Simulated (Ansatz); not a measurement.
CdTe:
```
CELL_PARAMETERS angstrom
      0.00000     3.27891     3.27891
      3.27891     0.00000     3.27891
      3.27891     3.27891     0.00000
ATOMIC_POSITIONS crystal
  Te 0.75000 0.75000 0.75000
  Cd 0.00000 0.00000 0.00000
```

Relaxed with r²SCAN. DFT-r²SCAN in the program Ansatz with PAW potentials gives a gap of 1.16 eV.

What gap does HSE06 give on the same cell (Ansatz, PAW)?

1.51 eV, 0.35 eV more. The hybrid was solved on a coarser mesh and at special points; its gap is the smallest among all of these.

```
k  v1 r²SCAN  c1 r²SCAN  v1 HSE06  c1 HSE06
-  ---------  ---------  --------  --------
Γ       0.00       1.16      0.00      1.51
X      -1.78       2.97         ?         ?
L      -0.73       2.20         ?         ?
W      -2.09       4.55         ?         ?
K      -1.47       3.25         ?         ?
```

Top valence (v1) and lowest conduction level (c1) in eV from each method's valence maximum (which need not be a listed point): supply the withheld HSE06 values.


- L, v1 HSE06: -0.78
- L, c1 HSE06: 2.60
- X, v1 HSE06: -1.87
- X, c1 HSE06: 3.35
- K, v1 HSE06: -1.55
- K, c1 HSE06: 3.68
- W, v1 HSE06: -2.18
- W, c1 HSE06: 5.12

Cost on shared cores: the r²SCAN run (SCF on a 7×7×7 mesh, then bands and DOS) around 50 core-seconds (rough), the HSE06 run (SCF on 6×6×6, then a few points) about 5 core-minutes (a rough figure); the tasks are unlike.

Space group F-43m (zinc blende). The r²SCAN relaxation kept the symmetry of its start; of distortions, only those at the zone centre were tested. Spin–orbit coupling is left out wherever it is not named.

Potentials: the later of the program's two PAW sets.
